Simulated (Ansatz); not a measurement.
The cell of ZnAuC₆N₆ is invented: cyanide-bridged rock-salt net of two metals, 0 guest cations a cell (Fm-3m, No. 225). Its size is a rough estimate.

```cif
data_structure
_symmetry_space_group_name_H-M 'Fm-3m'
_symmetry_Int_Tables_number 225
_cell_length_a 10.1890
_cell_length_b 10.1890
_cell_length_c 10.1890
_cell_angle_alpha 90.000
_cell_angle_beta 90.000
_cell_angle_gamma 90.000
_cell_volume 1057.78
loop_
_atom_site_label
_atom_site_type_symbol
_atom_site_symmetry_multiplicity
_atom_site_Wyckoff_symbol
_atom_site_fract_x
_atom_site_fract_y
_atom_site_fract_z
_atom_site_occupancy
Zn1 Zn 4 b 0.50000 0.00000 0.00000 1
C1 C 24 e 0.18814 0.00000 0.00000 1
Au1 Au 4 a 0.00000 0.00000 0.00000 1
N1 N 24 e 0.30297 0.00000 0.00000 1
```

Computed with Ansatz, DFT PBE, scalar-relativistic, plane waves, PAW. Cutoff 420 eV, Gaussian smearing, Γ-centred meshes. Cell and atoms relax first on a coarse mesh and then on a finer one. In between, the cell is made exact in the group found at 0.06 Å. In metals the finer mesh still leaves noise of several meV/atom or more. The steps can't lower the symmetry of their start. Collinear spin is switched on along the way, since trial moments persisted in a coarse test.

A guess keeps its type if space group and coordination stay and the shape of the cell changes little (axis ratios within about 15 %, angles within 6°); the volume may change.

Q: Does this structure survive the relaxation?

A: It keeps its type. The symmetry stays Fm-3m (No. 225). The volume per atom grows by 21.2 %, from 18.9 to 22.9 Å³. The shortest distance goes from 1.17 Å (C–N) to 1.16 Å (C–N). Counting neighbours within 15 % of an atom's shortest distance, the start has Au 6, C 1, N 1, Zn 6 and the end Au 6, C 1, N 1, Zn 6.

The zero of energy is the elements' standard structures at the same level (N₂ as a molecule); no fitted shifts are applied.

Q: At what energy does it end?

A: +0.67 eV/atom. The separate elements lie lower, so it is unstable against them.

The last run used collinear spin, a 6×6×6 mesh for its 14-atom cell and Gaussian smearing of 0.10 eV. These runs have no spin–orbit coupling, which can matter for Au. The reference form of C is held partly by dispersion forces, which this level lacks. Another magnetic order may lie lower. A structure relaxed within its symmetry needn't be a true minimum.
